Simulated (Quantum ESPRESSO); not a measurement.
pw.x input (Quantum ESPRESSO 7.5; PBEsol, PseudoDojo standard norm-conserving files, scalar-relativistic):

```
&CONTROL
  calculation = 'scf'
  pseudo_dir = './pseudo'
  outdir = './out'
  tprnfor = .true.
  tstress = .true.
/
&SYSTEM
  ibrav = 0
  nat = 4
  ntyp = 1
  ecutwfc = 82.0
  ecutrho = 328.0
  occupations = 'smearing'
  smearing = 'fd'
  degauss = 0.005
  nbnd = 45
/
&ELECTRONS
  conv_thr = 4e-10
/
ATOMIC_SPECIES
Ag 107.8682 Ag.upf
CELL_PARAMETERS angstrom
  2.911130202000   0.000000000000   0.000000000000
 -1.455565101000   2.521112709000   0.000000000000
  0.000000000000   0.000000000000   9.463710000000
ATOMIC_POSITIONS crystal
Ag   0.000000000000   0.000000000000   0.000000000000
Ag   0.000000000000   0.000000000000   0.500000000000
Ag   0.333333333000   0.666666667000   0.250000000000
Ag   0.666666667000   0.333333333000   0.750000000000
K_POINTS automatic
18 18 6 0 0 0
```

End of the output:

```
     total energy              =   -1239.18290913 Ry
     estimated scf accuracy    <       0.00000001 Ry
     total energy              =   -1239.18290915 Ry
     estimated scf accuracy    <          6.3E-09 Ry
     total energy              =   -1239.18290914 Ry
     estimated scf accuracy    <          1.7E-09 Ry
[...]
     the Fermi energy is    16.7913 ev
!    total energy              =   -1239.18290915 Ry
     estimated scf accuracy    <          8.0E-11 Ry
     smearing contrib. (-TS)   =      -0.00132282 Ry
     internal energy E=F+TS    =   -1239.18158633 Ry
     The total energy is F=E-TS. E is the sum of the following terms:
     one-electron contribution =    -489.24907108 Ry
     hartree contribution      =     286.32626333 Ry
     xc contribution           =    -183.98492210 Ry
     ewald contribution        =    -852.27385648 Ry
     convergence has been achieved in  10 iterations
     Forces acting on atoms (cartesian axes, Ry/au):
     atom    1 type  1   force =     0.00000000    0.00000000    0.00000000
     atom    2 type  1   force =     0.00000000    0.00000000    0.00000000
     atom    3 type  1   force =     0.00000000    0.00000000    0.00000000
     atom    4 type  1   force =    -0.00000000   -0.00000000    0.00000000
     Total force =     0.000000     Total SCF correction =     0.000000
     Computing stress (Cartesian axis) and pressure
          total   stress  (Ry/bohr**3)                   (kbar)     P=      -44.74
  -0.00031500  -0.00000000   0.00000000          -46.34       -0.00        0.00
  -0.00000000  -0.00031500   0.00000000           -0.00      -46.34        0.00
   0.00000000   0.00000000  -0.00028241            0.00        0.00      -41.54
```

Spin-orbit coupling is not included.

Geometry of the Materials Project entry, not relaxed at this level.
